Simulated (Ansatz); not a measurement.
**Calculated ³⁷Cl nuclear quadrupole resonance for Cl**

Cell: a Materials Project structure (computed, not necessarily an observed phase), atoms as given.

```xyz
4
Lattice="3.2642 -2.0575 0.0000 3.2642 2.0575 0.0000 0.0000 0.0000 8.4024" Properties=species:S:1:pos:R:3 pbc="T T T"
Cl    3.2642   -1.5862    5.0814
Cl    3.2642    1.5862    3.3210
Cl    3.2642   -0.4713    0.8802
Cl    3.2642    0.4713    7.5222
```

Sites (sets of like atoms) are named by element and the number of their first atom in this list.

All values are calculated (Ansatz; DFT, PBE, plane waves and PAW, scalar-relativistic, 420 eV cutoff, Γ-centred 9×9×4 k-points, Fermi–Dirac smearing 0.05 eV), not measured.

³⁷Cl: I = 3/2, Q = -63.93 mb (year-2017 value). Static lattice, zero field.

Question: Predict the zero-field ³⁷Cl lines of each site.

Answer: For I = 3/2 there is one line, ν = (|C_Q|/2)(1 + η²/3)^½.

```
site       atoms  V_zz (10²¹ V/m²)  C_Q (MHz)     η  line frequencies (MHz)
  Cl  1, 2, 3, 4              53.8      -83.2  0.08                    41.6
```

Question: And for ³⁵Cl (I = 3/2, Q = -81.12 mb) on Cl?

Answer: C_Q scales with Q to -106 MHz, with lines at 52.8 MHz.

The structure holds Cl–Cl bonds (2.00 Å). At Cl V_zz points along its bond to Cl (within 1°).

The largest force is 0.5 eV/Å, so the atoms aren't at the calculated equilibrium and relaxing them would move these values.
